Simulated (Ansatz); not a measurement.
Input, command and steps of an Ansatz relaxation.

```yaml
crystal:
  lattice:
    - [4.7139803863, -1.7404728969, 0.0265926564]
    - [4.7139803863, 1.7404728969, 0.0265926564]
    - [-2.5005080987, 0.0, 6.3955964001]
  atoms:
    - { symbol: Mg, position: [0.0, 0.0, 0.0] }
    - { symbol: V, position: [0.8019341534, 0.8019341534, 0.3394854533] }
    - { symbol: V, position: [0.1980658466, 0.1980658466, 0.6605145467] }
    - { symbol: O, position: [0.9555461153, 0.9555461153, 0.271761883] }
    - { symbol: O, position: [0.0444538847, 0.0444538847, 0.728238117] }
    - { symbol: O, position: [0.6940719201, 0.6940719201, 0.5651909295] }
    - { symbol: O, position: [0.3059280799, 0.3059280799, 0.4348090705] }
    - { symbol: O, position: [0.6495271157, 0.6495271157, 0.1154117278] }
    - { symbol: O, position: [0.3504728843, 0.3504728843, 0.8845882722] }
basis:
  ecutwfc: 420
kpoints:
  mp_grid: { grid: [8, 8, 4] }
hamiltonian:
  xc: pbesol
scf:
  occupations: { method: gaussian, width: 0.02 }
output:
  forces: true
  stress: true
  eigenvalues: true
relax:
  adjacent_minimum: "off"
  f_tol: 0.01
  max_steps: 30
  cell: { stress_tol: 0.1, fix: [volume] }
```

```bash
ansatz run input.yaml --threads 2 --pin off --max-ram 5120MiB --backend cpu --events-out ev --progress --plain --runs-dir out
```

These are results of DFT PBEsol, scalar-relativistic, plane waves, PAW (Ansatz 0.2.0), not measurements.

The volume is held at 1.06 times that of the relaxed cell.

Of 12 frames 9 are shown, positions in Å and forces in eV/Å; the SCF threshold varies from step to step. Steps run on the plane waves of an earlier cell, with a Pulay correction in the pressure. The basis is chosen afresh for the last frame, the zero of the energies, and at times for earlier ones too; energy and pressure step there, also at an unchanged geometry.

```xyz
9
Lattice="4.7140 -1.7405 0.0266 4.7140 1.7405 0.0266 -2.5005 0.0000 6.3956" Properties=species:S:1:pos:R:3:forces:R:3 pbc="T T T" step=1 free_energy_over_end_meV_per_atom=5.63 pressure_GPa=-5.66
Mg    0.0000    0.0000    0.0000    0.0000    0.0000    0.0000
V     6.7117    0.0000    2.2139    0.1274    0.0000   -0.3560
V     0.2157    0.0000    4.2349   -0.1274    0.0000    0.3560
O     8.3293    0.0000    1.7889   -0.5769    0.0000    0.0813
O    -1.4019    0.0000    4.6599    0.5769    0.0000   -0.0813
O     5.1304    0.0000    3.6516    0.0662    0.0000    0.1146
O     1.7970    0.0000    2.7971   -0.0662    0.0000   -0.1146
O     5.8351    0.0000    0.7727    0.2373    0.0000    0.4825
O     1.0923    0.0000    5.6761   -0.2373    0.0000   -0.4825
9
Lattice="4.7228 -1.7342 0.0400 4.7228 1.7342 0.0400 -2.4870 0.0000 6.3998" Properties=species:S:1:pos:R:3:forces:R:3 pbc="T T T" step=2 free_energy_over_end_meV_per_atom=2.75 pressure_GPa=-3.88
Mg    0.0000    0.0000    0.0000    0.0000    0.0000    0.0000
V     6.7206    0.0000    2.2335    0.0583    0.0000   -0.2313
V     0.2380    0.0000    4.2464   -0.0583    0.0000    0.2313
O     8.3285    0.0000    1.8032   -0.3029    0.0000    0.0170
O    -1.3698    0.0000    4.6767    0.3029    0.0000   -0.0170
O     5.1586    0.0000    3.6787    0.0271    0.0000    0.0427
O     1.8001    0.0000    2.8012   -0.0271    0.0000   -0.0427
O     5.8390    0.0000    0.8046    0.0830    0.0000    0.2014
O     1.1197    0.0000    5.6753   -0.0830    0.0000   -0.2014
9
Lattice="4.7244 -1.7267 0.0603 4.7244 1.7267 0.0603 -2.4605 0.0000 6.4153" Properties=species:S:1:pos:R:3:forces:R:3 pbc="T T T" step=3 free_energy_over_end_meV_per_atom=0.97 pressure_GPa=-1.39
Mg    0.0000    0.0000    0.0000    0.0000    0.0000    0.0000
V     6.7104    0.0000    2.2553   -0.0610    0.0000    0.0034
V     0.2779    0.0000    4.2804    0.0610    0.0000   -0.0034
O     8.3037    0.0000    1.8178    0.0648    0.0000   -0.0507
O    -1.3154    0.0000    4.7180   -0.0648    0.0000    0.0507
O     5.1893    0.0000    3.7295   -0.0026    0.0000   -0.0354
O     1.7990    0.0000    2.8062    0.0026    0.0000    0.0354
O     5.8214    0.0000    0.8422   -0.0750    0.0000   -0.1086
O     1.1669    0.0000    5.6935    0.0750    0.0000    0.1086
9
Lattice="4.7122 -1.7244 0.0942 4.7122 1.7244 0.0942 -2.4080 0.0000 6.4238" Properties=species:S:1:pos:R:3:forces:R:3 pbc="T T T" step=5 free_energy_over_end_meV_per_atom=0.39 pressure_GPa=-0.76
Mg    0.0000    0.0000    0.0000    0.0000    0.0000    0.0000
V     6.6815    0.0000    2.2872    0.0554    0.0000    0.0816
V     0.3350    0.0000    4.3251   -0.0554    0.0000   -0.0816
O     8.2802    0.0000    1.8710   -0.0432    0.0000   -0.0405
O    -1.2637    0.0000    4.7413    0.0432    0.0000    0.0405
O     5.2203    0.0000    3.7932   -0.0100    0.0000    0.0305
O     1.7962    0.0000    2.8191    0.0100    0.0000   -0.0305
O     5.7979    0.0000    0.8709   -0.0042    0.0000   -0.0450
O     1.2186    0.0000    5.7415    0.0042    0.0000    0.0450
9
Lattice="4.7049 -1.7250 0.0956 4.7049 1.7250 0.0956 -2.4023 0.0000 6.4309" Properties=species:S:1:pos:R:3:forces:R:3 pbc="T T T" step=6 free_energy_over_end_meV_per_atom=0.32 pressure_GPa=-0.66
Mg    0.0000    0.0000    0.0000    0.0000    0.0000    0.0000
V     6.6721    0.0000    2.2918   -0.0385    0.0000    0.0130
V     0.3354    0.0000    4.3302    0.0385    0.0000   -0.0130
O     8.2666    0.0000    1.8683    0.0160    0.0000   -0.0045
O    -1.2591    0.0000    4.7537   -0.0160    0.0000    0.0045
O     5.2112    0.0000    3.8012    0.0015    0.0000    0.0105
O     1.7963    0.0000    2.8208   -0.0015    0.0000   -0.0105
O     5.7881    0.0000    0.8743    0.0105    0.0000    0.0049
O     1.2194    0.0000    5.7477   -0.0105    0.0000   -0.0049
9
Lattice="4.7027 -1.7256 0.0947 4.7027 1.7256 0.0947 -2.4023 0.0000 6.4319" Properties=species:S:1:pos:R:3:forces:R:3 pbc="T T T" step=7 free_energy_over_end_meV_per_atom=0.31 pressure_GPa=-0.68
Mg    0.0000    0.0000    0.0000    0.0000    0.0000    0.0000
V     6.6674    0.0000    2.2914   -0.0037    0.0000    0.0023
V     0.3358    0.0000    4.3300    0.0037    0.0000   -0.0023
O     8.2627    0.0000    1.8682    0.0006    0.0000    0.0016
O    -1.2595    0.0000    4.7532   -0.0006    0.0000   -0.0016
O     5.2102    0.0000    3.8021   -0.0005    0.0000    0.0089
O     1.7930    0.0000    2.8193    0.0005    0.0000   -0.0089
O     5.7861    0.0000    0.8725   -0.0009    0.0000    0.0021
O     1.2170    0.0000    5.7489    0.0009    0.0000   -0.0021
9
Lattice="4.7027 -1.7256 0.0947 4.7027 1.7256 0.0947 -2.4023 0.0000 6.4319" Properties=species:S:1:pos:R:3:forces:R:3 pbc="T T T" step=8 free_energy_over_end_meV_per_atom=0.06 pressure_GPa=-0.65
Mg    0.0000    0.0000    0.0000    0.0000    0.0000    0.0000
V     6.6674    0.0000    2.2914   -0.0040    0.0000    0.0026
V     0.3358    0.0000    4.3300    0.0040    0.0000   -0.0026
O     8.2627    0.0000    1.8682    0.0015    0.0000    0.0015
O    -1.2595    0.0000    4.7532   -0.0015    0.0000   -0.0015
O     5.2102    0.0000    3.8021   -0.0001    0.0000    0.0087
O     1.7930    0.0000    2.8193    0.0001    0.0000   -0.0087
O     5.7861    0.0000    0.8725   -0.0010    0.0000    0.0021
O     1.2170    0.0000    5.7489    0.0010    0.0000   -0.0021
9
Lattice="4.6931 -1.7259 0.1062 4.6931 1.7259 0.1062 -2.3816 0.0000 6.4389" Properties=species:S:1:pos:R:3:forces:R:3 pbc="T T T" step=10 free_energy_over_end_meV_per_atom=0.02 pressure_GPa=-0.40
Mg    0.0000    0.0000    0.0000    0.0000    0.0000    0.0000
V     6.6522    0.0000    2.3068    0.0101    0.0000    0.0160
V     0.3523    0.0000    4.3445   -0.0101    0.0000   -0.0160
O     8.2487    0.0000    1.8904    0.0006    0.0000   -0.0008
O    -1.2442    0.0000    4.7609   -0.0006    0.0000    0.0008
O     5.2146    0.0000    3.8284    0.0042    0.0000    0.0055
O     1.7899    0.0000    2.8229   -0.0042    0.0000   -0.0055
O     5.7752    0.0000    0.8858   -0.0071    0.0000   -0.0077
O     1.2293    0.0000    5.7655    0.0071    0.0000    0.0077
9
Lattice="4.6927 -1.7266 0.1073 4.6927 1.7266 0.1073 -2.3800 0.0000 6.4361" Properties=species:S:1:pos:R:3:forces:R:3 pbc="T T T" step=12 free_energy_over_end_meV_per_atom=0.00 pressure_GPa=-0.39
Mg    0.0000    0.0000    0.0000    0.0000    0.0000    0.0000
V     6.6517    0.0000    2.3074    0.0021    0.0000    0.0005
V     0.3538    0.0000    4.3432   -0.0021    0.0000   -0.0005
O     8.2485    0.0000    1.8925   -0.0012    0.0000    0.0011
O    -1.2431    0.0000    4.7581    0.0012    0.0000   -0.0011
O     5.2178    0.0000    3.8308    0.0004    0.0000   -0.0001
O     1.7876    0.0000    2.8199   -0.0004    0.0000    0.0001
O     5.7750    0.0000    0.8859    0.0004    0.0000    0.0012
O     1.2304    0.0000    5.7647   -0.0004    0.0000   -0.0012
```

It took 2.1 min on 2 threads of Intel(R) Xeon(R) Platinum 8259CL CPU @ 2.50GHz (Skylake/Cascade Lake) (shared host), peak memory 0.67 GiB.